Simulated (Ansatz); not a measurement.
CrCuO$_{2}$ (delafossite type, space group R-3m)

```xyz
4
Lattice="1.4819 0.8556 5.6401 -1.4819 0.8556 5.6401 0.0000 -1.7111 5.6401" Properties=species:S:1:pos:R:3 pbc="T T T"
Cu     0.0000     0.0000     0.0000
Cr     0.0000     0.0000     8.4602
O      0.0000     0.0000     1.8295
O      0.0000     0.0000    15.0910
```

The slice is a (1 -1 0 2) plane (indices of the conventional cell) through the point (0.500, 0.500, 0.500) (fractional), spanned by u = [1 0 -1] and v = [010] in vectors of this cell: u (2.96 Å) and v (5.89 Å, at 90° to u). It covers one period; positions are fractions (u, v).

Calculation: PBEsol (plane waves to 420 eV, PAW, scalar-relativistic; Ansatz, a first-principles code). k mesh 13×13×13. Inside the PAW spheres the values are not all-electron values, and peaks at nuclei hang on which shells count as valence. CrCuO2 is run spin-polarised and with no Hubbard U. CrCuO2 was relaxed with its symmetry unable to fall. Relaxed CrCuO2 ends ferromagnetic. The magnetic order is the one the run started from; other orders were not tried.

**Question.** Predict the map of the electrostatic potential energy of an electron, from the cell's mean on the slice.

**Answer.** 
```
|xxxxxx0044664400xxxx|
|xxxx00004444440000xx|
|00000033xxxxxx330000|
|444466xxxxxxxxxx6644|
|88888866xxxxxx668888|
|9999996644xx44669999|
|99997733000000337799|
|99884400xxxxxx004488|
|887700xxxxxxxxxx0077|
|886600xxxxxxxxxx0066|
|887700xxxxxxxxxx0077|
|99884400xxxxxx004488|
|99997733000000337799|
|9999996644xx44669999|
|88888866xxxxxx668888|
|444466xxxxxxxxxx6644|
|00000033xxxxxx330000|
|xxxx00004444440000xx|
|xxxxxx0044664400xxxx|
|xxxxxx0033663300xxxx|
```
Scale: ten equal steps from 1.00 (start of '0') to 9.60 (end of '9'), in the order '0123456789'. Values: electrostatic potential energy of an electron, from the cell's mean, in eV. The map has 10 points along u (two characters each, u = 0 at the left) and 20 along v (v = 0 in the bottom row). Points within 0.8 Å of a nucleus are blanked (x), as the pseudised field means little there. Values under 1 eV are set to 1. The zero, the cell's mean, hangs on the PAW cores.
